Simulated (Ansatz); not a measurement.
NiSb (NiAs type, P6_3/mmc) at seven volumes, DFT-r²SCAN in the program Ansatz with PAW potentials, shape and atoms relaxed at each. One row is withheld.

```tsv
V (Å³/atom)	P (GPa)
15.592	14.74
16.106	8.96
16.620	4.11
17.134	0.00
17.648	-3.46
18.162	?
18.676	-8.77
```

Fit the shown pressures and predict the withheld one.

P = (3/2)B₀(x^(7/2) − x^(5/2))[1 + (3/4)(B′ − 4)(x − 1)] with x = (V₀/V)^(2/3). Least squares on the six rows gives V₀ = 17.134 Å³/atom, B₀ = 125 GPa, B′ = 4.74. At V = 18.162, x = 0.9619 and P = -6.35 GPa. The run itself gave -6.36 GPa.

Symmetry was held in the r²SCAN relaxation; of distortions, only those at the zone centre were tested. The workflow began spin-polarised and lost its moments. Scalar-relativistic: spin–orbit coupling is off unless named, which matters more the heavier the elements.

Potentials: the later of the program's two PAW sets.
